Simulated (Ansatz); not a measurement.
ZrN:
```xyz
2
Lattice="0.0000 2.2626 2.2626 2.2626 0.0000 2.2626 2.2626 2.2626 0.0000" Properties=species:S:1:pos:R:3 pbc="T T T"
Zr     2.2626     2.2626     2.2626
N      0.0000     0.0000     0.0000
```

This is the LDA-relaxed structure.

Problem. All from DFT-LDA in the program Ansatz with PAW potentials, unless another level is named. Predict the electronic character.

Solution. metallic (no gap).

Problem. What about the density of states at the Fermi level?

Solution. 0.32 states/eV per atom (mean over ±0.08 eV).

Problem. Next, the formation energy from the elements (no fitted shifts)?

Solution. -2.11 eV/atom.

Space group Fm-3m (rock salt). Symmetry was held in the LDA relaxation. The run is not spin-polarised. With an odd number of electrons in the cell and no spin polarisation, the count alone makes it a metal. The references are the lowest solids computed at this level, not always the standard phases (solids in place of the gases). Scalar-relativistic: spin–orbit coupling is off unless named, which matters more the heavier the elements.

Potentials: the earlier of the program's two PAW sets. The files were generated under PBE; for other functionals the program regenerates the frozen cores, and for LDA and PBEsol the local potential too.
